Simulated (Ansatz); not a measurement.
Si in space group C2/m (No. 12; Si on 4i, Si on 4i, Si on 4i, Si on 4i) at seven volumes, plane-wave PAW r²SCAN (Ansatz code), shape and atoms relaxed at each. One row is withheld.

| V (Å³/atom) | P (GPa) |
|---|---|
| 19.066 | 9.99 |
| 19.694 | ? |
| 20.323 | 2.85 |
| 20.951 | 0.00 |
| 21.580 | -2.44 |
| 22.208 | -4.53 |
| 22.837 | -6.32 |

Question: Fit the shown pressures and predict the withheld one.

Answer: P = (3/2)B₀(x^(7/2) − x^(5/2))[1 + (3/4)(B′ − 4)(x − 1)] with x = (V₀/V)^(2/3). Least squares on the six rows gives V₀ = 20.952 Å³/atom, B₀ = 87.5 GPa, B′ = 4.06. At V = 19.694, x = 1.0421 and P = 6.14 GPa. The run itself gave 6.15 GPa.

The workflow started from a Materials Project entry (that database holds measured and hypothetical structures alike); the Crystallography Open Database copy checked does not list it. It is not the phase usual at ambient conditions (space group No. 227). Symmetry was held in the r²SCAN relaxation; of distortions, only those at the zone centre were tested.

Potentials: the later of the program's two PAW sets.
